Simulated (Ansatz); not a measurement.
Pt:
```yaml
crystal:
  lattice:
    - [0.00000, 1.96997, 1.96997]
    - [1.96997, 0.00000, 1.96997]
    - [1.96997, 1.96997, 0.00000]
  atoms:
    - { symbol: Pt, position: [0.00000, 0.00000, 0.00000] }
```

Relaxed with r²SCAN.

Question: Map the valence electron density (e/Å³), cut off at 6 on the plane through (0.000, 0.000, 0.000) spanned by u = [1, 1, 0] and v = [1, -1, 0] in lattice vectors, from r²SCAN (plane waves, PAW; program Ansatz).

Answer: x is the fraction of u, y of v (the angle between them is 90°; rows are the nearest grid lines); atoms in the plane: Pt at (0.00, 0.00), Pt at (0.50, 0.50).
```
y \ x   0.000  0.0833  0.167  0.292  0.375  0.458  0.542  0.625  0.708  0.833  0.917   1.00
------  -----  ------  -----  -----  -----  -----  -----  -----  -----  -----  -----  -----
1.00     6.00    6.00   2.10  0.284  0.273  0.353  0.353  0.273  0.284   2.10   6.00   6.00
0.938    6.00    6.00   1.91  0.291  0.303  0.406  0.406  0.303  0.291   1.91   6.00   6.00
0.875    6.00    6.00   1.43  0.312  0.402  0.646  0.646  0.402  0.312   1.43   6.00   6.00
0.750    3.62    2.10  0.646  0.423   1.13   3.17   3.17   1.13  0.423  0.646   2.10   3.62
0.688    1.48   0.943  0.438  0.531   2.19   5.98   5.98   2.19  0.531  0.438  0.943   1.48
0.625   0.697   0.525  0.329  0.646   3.62   6.00   6.00   3.62  0.646  0.329  0.525  0.697
0.562   0.430   0.355  0.273  0.739   4.78   6.00   6.00   4.78  0.739  0.273  0.355  0.430
0.438   0.430   0.355  0.273  0.739   4.78   6.00   6.00   4.78  0.739  0.273  0.355  0.430
0.375   0.697   0.525  0.329  0.646   3.62   6.00   6.00   3.62  0.646  0.329  0.525  0.697
0.312    1.48   0.943  0.438  0.531   2.19   5.98   5.98   2.19  0.531  0.438  0.943   1.48
0.250    3.62    2.10  0.646  0.423   1.13   3.17   3.17   1.13  0.423  0.646   2.10   3.62
0.125    6.00    6.00   1.43  0.312  0.402  0.646  0.646  0.402  0.312   1.43   6.00   6.00
0.0625   6.00    6.00   1.91  0.291  0.303  0.406  0.406  0.303  0.291   1.91   6.00   6.00
0.000    6.00    6.00   2.10  0.284  0.273  0.353  0.353  0.273  0.284   2.10   6.00   6.00
```

The density is the valence pseudo-density with augmentation charge, so density and ELF within about 1 Å of a nucleus are not all-electron values.

Space group Fm-3m (fcc (Cu type)). Symmetry was held in the r²SCAN relaxation. The run is not spin-polarised. Spin–orbit coupling is left out wherever it is not named.

Potentials: the earlier of the program's two PAW sets.
